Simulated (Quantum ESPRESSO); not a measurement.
## Mg4S3 (a curve over strain)

A calculation, not a measurement. The program is pw.x of Quantum ESPRESSO 7.5 (plane-wave density functional theory). The cell is made up: 7 atoms on a rocksalt lattice with one site empty, with randomly drawn elements, strain and displacements, not relaxed. PseudoDojo standard norm-conserving files (v0.5 for PBE, v0.4.1 for LDA and PBEsol) set the functional; there is no spin polarisation, spin-orbit coupling or dispersion term, and the masses in the input are unused placeholders. A spin-polarised start on this cell or one of its family kept no moment.

Seven runs add a strain to one cell (the same linear strain along x, y and z); the atoms follow the cell and are not relaxed. Stress in the table is positive in tension.

Input of the run at +0.0021:

```
&control calculation='scf', pseudo_dir='./dojo.nc.sr.pbe.v0_5.standard.upf', outdir='./o', disk_io='low', tprnfor=.true., tstress=.true. /
&system ibrav=0, nat=7, ntyp=2, nbnd=39, ecutwfc=84.00895049, nosym=.true., tot_charge=0,
 occupations='smearing', smearing='fd', degauss=0.0073498644
/
&electrons conv_thr=7.350e-09, electron_maxstep=60, /
ATOMIC_SPECIES
Mg 1.0 Mg.upf
S 1.0 S.upf
CELL_PARAMETERS angstrom
5.1888 -0.0533 0.0094
-0.0533 5.147 -0.0041
0.0094 -0.0041 5.153
ATOMIC_POSITIONS angstrom
Mg 0.0944 0.045 0.0439
Mg -0.0574 2.5289 2.5756
Mg 2.5583 0.0201 2.6228
Mg 2.5552 2.4856 0.0053
S 2.5969 -0.0112 0.0185
S 2.6498 2.5356 2.5884
S 5.1661 2.4958 0.0397
K_POINTS automatic
6 6 6 1 1 1
```

| added strain | free energy less that of the input shown (eV) | stress xx (GPa) | stress yy (GPa) | stress zz (GPa) | stress xy (GPa) | pressure (GPa) | next band up at Gamma (eV) | iterations |
| --- | --- | --- | --- | --- | --- | --- | --- | --- |
| -0.0220 | 0.1756 | -5.40 | -6.10 | -5.52 | -0.94 | 5.67 | 3.423 | 9 |
| -0.0199 | 0.1477 | -4.89 | -5.56 | -5.00 | -0.94 | 5.15 | 3.393 | 9 |
| -0.0062 | 0.0260 | -1.85 | -2.38 | -1.89 | -0.90 | 2.04 | 3.209 | 9 |
| +0.0021 | 0.0000 | -0.26 | -0.72 | -0.27 | -0.88 | 0.42 | 3.104 | 9 |
| +0.0043 | -0.0014 | 0.13 | -0.30 | 0.13 | -0.87 | 0.02 | 3.077 | 9 |
| +0.0126 | 0.0134 | 1.50 | 1.14 | 1.54 | -0.85 | -1.39 | 2.979 | 9 |
| +0.0227 | 0.0710 | 2.98 | 2.69 | 3.04 | -0.82 | -2.90 | 2.866 | 9 |

A cubic fit gives a slope of stress xx against the added strain of 186 GPa at zero added strain, with the atoms clamped. Across the table the free energy follows the integral of the stress to within 2.2 meV. A rerun of one of the cells at 1437 eV and a 8 x 8 x 8 mesh moved values by no more than 0.004 eV in energy, 0.03 GPa in stress and 0.006 eV/Å in force. The band column is the level of band 30 at Gamma less that of band 29, whose number is half the electron count, rounded up; it comes from a band step after each run.